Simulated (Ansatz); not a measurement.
LaOF (space group R-3m)

```
LaOF
1.0
    2.00661     1.15851     6.68924
   -2.00661     1.15851     6.68924
    0.00000    -2.31703     6.68924
La O F
2 2 2
Direct
  0.74176   0.74176   0.74176
  0.25824   0.25824   0.25824
  0.62311   0.62311   0.62311
  0.37689   0.37689   0.37689
  0.87102   0.87102   0.87102
  0.12898   0.12898   0.12898
```

The slice is a (-1 1 0 4) plane (indices of the conventional cell) through the point (0.258, 0.258, 0.258) (fractional), spanned by u = [1 0 -1] and v = [1 -1 1] in vectors of this cell: u (4.01 Å) and v (8.14 Å, at 90° to u). It covers one period; positions are fractions (u, v).

Computed with PBEsol (plane waves to 420 eV, PAW, scalar-relativistic; Ansatz, a first-principles code). k mesh 10×10×10. Near the nuclei the fields are pseudised (PAW); where an atom keeps semicore shells as valence, they peak there. LaOF is run without spin polarisation. LaOF was relaxed with its symmetry unable to fall.

Predict the map of the density of the highest valence band (whole band, smooth part) on the slice.


| v \ u | 0.00 | 0.14 | 0.29 | 0.43 | 0.57 | 0.71 | 0.86 |
|---|---|---|---|---|---|---|---|
| 0.93 | 0.013 | 0.012 | 0.004 | 0.009 | 0.009 | 0.004 | 0.012 |
| 0.86 | 0.006 | 0.003 | 0.002 | 0.004 | 0.004 | 0.002 | 0.003 |
| 0.79 | 0.000 | 0.000 | 0.001 | 0.001 | 0.001 | 0.001 | 0.000 |
| 0.71 | 0.000 | 0.000 | 0.000 | 0.001 | 0.001 | 0.000 | 0.000 |
| 0.64 | 0.001 | 0.001 | 0.001 | 0.001 | 0.001 | 0.001 | 0.001 |
| 0.57 | 0.008 | 0.008 | 0.002 | 0.004 | 0.004 | 0.002 | 0.008 |
| 0.50 | 0.001 | 0.016 | 0.003 | 0.004 | 0.004 | 0.003 | 0.016 |
| 0.43 | 0.007 | 0.028 | 0.005 | 0.003 | 0.003 | 0.005 | 0.028 |
| 0.36 | 0.004 | 0.008 | 0.002 | 0.001 | 0.001 | 0.002 | 0.008 |
| 0.29 | 0.003 | 0.002 | 0.001 | 0.000 | 0.000 | 0.001 | 0.002 |
| 0.21 | 0.003 | 0.002 | 0.001 | 0.000 | 0.000 | 0.001 | 0.002 |
| 0.14 | 0.002 | 0.003 | 0.001 | 0.001 | 0.001 | 0.001 | 0.003 |
| 0.07 | 0.008 | 0.024 | 0.004 | 0.004 | 0.004 | 0.004 | 0.024 |
| 0.00 | 0.001 | 0.013 | 0.004 | 0.009 | 0.009 | 0.004 | 0.013 |

Values: density of the highest valence band (whole band, smooth part) in e/Å³.
